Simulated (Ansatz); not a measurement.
SiW in space group Cmcm (No. 63; Si on 4c, W on 4c), plane-wave PAW PBE (Ansatz code), all energies at zero smearing, with the estimated change up to a 700 eV cutoff added, with one set of potentials and settings (totals compare only within such a set). Cell of 4 atoms (2 Si, 2 W): -22041.541 eV.

| element | reference phase | E (eV/atom) |
|---|---|---|
| Si | Fd-3m, 2 atoms in the cell | -635.8096 |
| W | Im-3m, 1 atoms in the cell | -10384.8193 |

Formation energy per atom, worked out: (-22041.541 − 2×(-635.8096) − 2×(-10384.8193))/4 = -0.071 eV/atom (-7 kJ per mol of atoms), at 0 K, without zero-point energy or fitted corrections.

A made-up cell: these elements were put on the sites of a structure type; neither database checked (COD, Materials Project) lists it. Its standing as an ambient phase is unchecked. The cell was relaxed with PBE under the symmetry of its start; its stability against distortions is not shown here. The run is not spin-polarised. The references are the lowest solids computed at this level, not always the standard phases. Spin–orbit coupling is left out wherever it is not named.

Potentials: the later of the program's two PAW sets.
